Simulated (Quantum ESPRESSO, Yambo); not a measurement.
CsSrF₃ (cubic perovskite, space group Pm-3m, No. 221): one geometry, one set of PBEsol (Quantum ESPRESSO, PseudoDojo norm-conserving, 84 Ry, without SOC) orbitals, self-energies from Yambo (2×2×2 Γ-centred k mesh, 154 bands and a 7 Ry block in the screening, 154 bands in G with the Bruneval-Gonze terminator, plasmon pole fitted at 27.2 eV).

```json
[
 {"level": "PBEsol (Quantum ESPRESSO)", "gap Γ → Γ (eV)": "6.26"},
 {"level": "exchange only (Hartree-Fock self-energy on PBEsol orbitals)", "gap Γ → Γ (eV)": "___"},
 {"level": "static COHSEX@PBEsol", "gap Γ → Γ (eV)": "10.57"},
 {"level": "G0W0@PBEsol, plasmon pole", "gap Γ → Γ (eV)": "9.55"},
 {"level": "G0W0@PBEsol, multipole fit to 8 frequencies, no terminator", "gap Γ → Γ (eV)": "9.43"},
 {"level": "G0W0@PBEsol, plasmon pole, no terminator", "gap Γ → Γ (eV)": "___"}
]
```

**Question.** Complete the blanks.

**Answer.** 
- exchange only (Hartree-Fock self-energy on PBEsol orbitals), gap Γ → Γ (eV): 18.14
- G0W0@PBEsol, plasmon pole, no terminator, gap Γ → Γ (eV): 9.45

Bare exchange has no screening and gives the widest gap; static COHSEX screens it but leaves out the frequency dependence, which G0W0 restores.

Nearest settings tried, and what they do to the gap: 100 bands in G: +7 meV; 100 bands in W, 100 bands in G: +59 meV; 6 Ry block (203 vectors against 257): +4 meV. Not varied: mesh. So the settings aren't converged at that level. The k mesh is coarse.

Geometry of the Materials Project entry, not relaxed at this level; primitive cell a = 4.763 Å, b = 4.763 Å, c = 4.763 Å, α = 90.00°, β = 90.00°, γ = 90.00°.

The structure is a Materials Project entry; no match was found in the copy of COD used, and its stability was not checked.
